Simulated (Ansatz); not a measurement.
Here is the system:

Li (bcc (W type), space group No. 229), a = 3.477 Å, b = 3.477 Å, c = 3.477 Å, α = 90.00°, β = 90.00°, γ = 90.00°; the cell used has 1 atom.

This is the r²SCAN-relaxed structure.

Q: All from r²SCAN (plane waves, PAW; program Ansatz), unless another level is named. Give the bulk modulus (Birch–Murnaghan fit).

A: 131 kbar.

Q: Give the elastic constants (relaxed ions, GPa).

A: C11 = 14.1, C12 = 12.5, C44 = 11.0.

Q: Predict the zero-point energy.

A: 40.3 meV/atom.

Q: Next, the vibrational entropy at 300 K?

A: 27.5 J/(K·mol of atoms).

Space group Im-3m (bcc (W type)). Symmetry was held in the r²SCAN relaxation; phonons on a q-mesh show no instability. As this level gives no gap, shear constants depend on the k-mesh and smearing (Fermi–Dirac, 0.1 eV here).

Potentials: the later of the program's two PAW sets.
